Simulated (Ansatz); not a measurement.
Property card for ZnIn$_{2}$O$_{4}$

ZnIn2O4:
```xyz
14
Lattice="0.0000 4.4637 4.4637 4.4637 0.0000 4.4637 4.4637 4.4637 0.0000" Properties=species:S:1:pos:R:3 pbc="T T T"
In     5.5797     5.5797     5.5797
In     5.5797     3.3478     3.3478
In     3.3478     5.5797     3.3478
In     3.3478     3.3478     5.5797
Zn     2.2319     2.2319     2.2319
Zn     0.0000     0.0000     0.0000
O      7.7581     7.7581     7.7581
O      7.7581     5.6331     5.6331
O      5.6331     7.7581     5.6331
O      5.6331     5.6331     7.7581
O      3.4013     3.4013     3.4013
O      3.4013     5.5262     5.5262
O      5.5262     3.4013     5.5262
O      5.5262     5.5262     3.4013
```

Space group Fd-3m (No. 227), spinel; conventional cell a = 8.927 Å, b = 8.927 Å, c = 8.927 Å, α = 90.00°, β = 90.00°, γ = 90.00°.

Method: r²SCAN (plane waves, PAW; program Ansatz). Structure relaxed to zero pressure with the same functional. Other levels are named where they apply.

Cell and energy:

```json
{
  "volume_per_atom": "12.71 Å³",
  "density": "6.70 g/cm³",
  "Formation energy from the elements (no fitted shifts)": "-1.73 eV/atom"
}
```

Electronic structure:

```json
{
 "band_gap": "1.92 eV (smallest direct gap 1.93 eV)",
 "valence_band_maximum": "at L",
 "conduction_band_minimum": "at Γ",
 "electron_effective_mass": "0.21 mₑ (isotropic)",
 "Electron effective mass with spin–orbit coupling": "0.21 mₑ (isotropic)",
 "Hole effective mass with spin–orbit coupling": "1.2, 1.2, 7.6 mₑ (principal values)",
 "HSE06 gap on the r²SCAN cell": "2.95 eV",
 "Gap with spin–orbit coupling": "1.92 eV"
}
```

Mechanics:

```json
{
 "Bulk modulus (Birch–Murnaghan fit)": "1560 kbar",
 "Pressure derivative B′": "4.6",
 "Elastic constants (relaxed ions, GPa)": "C11 = 223, C12 = 123, C44 = 75.9",
 "mechanical_stability": "stable (all eigenvalues of C positive)",
 "hill_bulk_and_shear_moduli": "156 and 64.2 GPa",
 "Young's modulus": "170 GPa",
 "Poisson's ratio": "0.32",
 "debye_temperature_from_the_elastic_constants": "442 K"
}
```

Charges:

```json
{
  "bader_charges": "In +1.92, Zn +1.34, O -1.30 e"
}
```

The cell is a constructed one: a structure type filled with these elements; the Crystallography Open Database copy checked does not list it. Whether it is the stable phase at ambient conditions was not checked. Symmetry was held in the r²SCAN relaxation; its stability against distortions is not shown here. The references are the lowest solids computed at this level, not always the standard phases (solids in place of the gases). Spin–orbit coupling is left out wherever it is not named.

Potentials: the earlier of the program's two PAW sets. The files were generated under PBE; for other functionals the program regenerates the frozen cores, and for LDA and PBEsol the local potential too.
